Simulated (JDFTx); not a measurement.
Reference run:

Al(111) slab cut from bulk Al (space group Fm-3m, indices of the conventional cell, lattice of the Materials Project entry mp-134, not re-optimised): 4 atoms in 4 planes, a 1x1 cell of 7.06 Å² (|a| = 2.856, |b| = 2.856 Å), 7.0 Å between the outermost planes, cell height 23.0 Å, 8×8×1 k mesh, Fermi smearing 0.01 Ha, no spin polarisation.

The reference is PBE, GBRV ultrasoft potentials, plane waves to 20/100 Ha; code: a modified build of JDFTx. Unrelaxed; liquid: linear PCM (GLSSA13), water, 1 M KF. Potentials are on the SHE scale by the convention U = −μ/e − 4.44 V; references calibrated for a solvation model differ from this value. LDA and PBEsol take their own potentials, PW91 and RPBE those of PBE; the lattice is kept.

```json
[
 {"functional": "LDA", "work function (eV)": "4.28", "U_pzc (V)": "-0.44", "mean C below U_pzc (μF/cm²)": "15 over 0.5 V", "k states × plane waves": "10 × 4686", "cycles, vacuum run": "18", "rough core time, vacuum run": "80 s"},
 {"functional": "PBE", "work function (eV)": "4.10", "U_pzc (V)": "-0.62", "mean C below U_pzc (μF/cm²)": "16 over 0.5 V", "k states × plane waves": "10 × 4686", "cycles, vacuum run": "18", "rough core time, vacuum run": "70 s"},
 {"functional": "PBEsol", "work function (eV)": "4.16", "U_pzc (V)": "-0.56", "mean C below U_pzc (μF/cm²)": "15 over 0.5 V", "k states × plane waves": "10 × 4686", "cycles, vacuum run": "18", "rough core time, vacuum run": "70 s"},
 {"functional": "PW91", "work function (eV)": "4.12", "U_pzc (V)": "-0.61", "mean C below U_pzc (μF/cm²)": "15 over 0.5 V", "k states × plane waves": "10 × 4686", "cycles, vacuum run": "19", "rough core time, vacuum run": "70 s"},
 {"functional": "RPBE", "work function (eV)": "?", "U_pzc (V)": "?", "mean C below U_pzc (μF/cm²)": "16 over 0.5 V", "k states × plane waves": "10 × 4686", "cycles, vacuum run": "19", "rough core time, vacuum run": "80 s"}
]
```

Task: Some entries are withheld; supply them.

Result: 
- RPBE, work function (eV): 4.02
- RPBE, U_pzc (V): -0.71

The times are rough (shared hosts); only ratios past two mean anything.
